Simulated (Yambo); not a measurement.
G0W0@LDA for PbSe (rock salt, space group Fm-3m, No. 225) in Yambo. Reference settings: 4×4×4 Γ-centred k mesh, bands 6 to 136 and a 10 Ry block in the screening, 136 bands in G with the Bruneval-Gonze terminator, plasmon pole fitted at 27.2 eV. The LDA gap L → L on this mesh is 0.28 eV; G0W0 gaps are taken between the same points.

```tsv
change from the reference	G0W0 gap L → L (eV)	shift of the valence edge (eV)
reference settings	0.86	-0.73
31 bands in W, 31 bands in G	0.75	-0.24
49 bands in W, 49 bands in G, 4 Ry block, no terminator	0.62	-0.20
exchange cut at 20 Ry	0.80	-0.62
74 bands in W, 74 bands in G, 6 Ry block	0.79	-0.57
49 bands in W, 49 bands in G, 8 Ry block	0.77	-0.46
74 bands in W, 74 bands in G, 8 Ry block	(withheld)	-0.60
wavefunctions cut at 50 Ry	0.87	-0.73
```

Estimate the withheld gaps from the other rows; the computed values follow.


- 74 bands in W, 74 bands in G, 8 Ry block, G0W0 gap L → L (eV): 0.82

The reference isn't shown to be the converged limit.

The standard potentials for Pb, Se keep a d shell in the valence without the s and p states of that shell. In tests on such compounds this moved G0W0 gaps by up to about 0.9 eV, so absolute quasiparticle energies here are unreliable; differences between settings are what counts.

Spin-orbit coupling is not included.

Geometry of the Materials Project entry, not relaxed at this level; primitive cell a = 4.371 Å, b = 4.371 Å, c = 4.371 Å, α = 60.00°, β = 60.00°, γ = 60.00°.

A shift is the quasiparticle energy of the state minus its LDA energy.
